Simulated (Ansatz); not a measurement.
One crystal and one scan (scan of one atom of the cell) at two levels, PBE (plane waves to 420 eV, PAW, scalar-relativistic; Ansatz, a quantum-chemistry and plane-wave program) and r2SCAN (plane waves to 500 eV, PAW, scalar-relativistic; Ansatz), each from its own relaxed cell and on its own mesh. The cell shown is that of PBE.

Relaxed BP (zinc blende):

```
CELL_PARAMETERS angstrom
      0.00000     2.27424     2.27424
      2.27424     0.00000     2.27424
      2.27424     2.27424     0.00000
ATOMIC_POSITIONS crystal
  P  0.75000 0.75000 0.75000
  B  0.00000 0.00000 0.00000
```

In this cell atom 1 (P, nearest neighbour B at 1.970 Å; its periodic images, 3.2 Å or more away, move with it) is moved by s along Cartesian x, unit vector (1.000, 0.000, 0.000); all other atoms and the cell stay fixed.

The energy includes the smearing's −TS. BP was relaxed with its symmetry unable to fall. As the smearing reaches across the gap at some points, energies and forces of such displacements shift with the k mesh and the smearing. Both scans cover s from -0.390 to 0.390 Å.

ΔE (meV/cell), each from the undisplaced structure of its own level:

```csv
s (Å),PBE,r2SCAN
-0.390,1277,1342
-0.312,851,894
-0.234,494,withheld
-0.156,225,236
-0.078,57,60
0.000,0,0
0.078,57,60
0.156,225,236
0.234,494,withheld
0.312,851,894
0.390,1277,1342
```

Task: Estimate the r2SCAN value at 0.234 from the PBE value there and the ratio of the two levels in the two nearest given rows on that side of the minimum.

Result: At 0.312 and 0.156 the ratio r2SCAN/PBE averages 1.050, which gives 1.050 × 494 = 519 meV/cell. The calculation gives 519 meV/cell, +5.1 % against PBE.

(A displaced cell: forces are minus the slopes of the energy, force constants its curvatures, and phonons follow from these.)
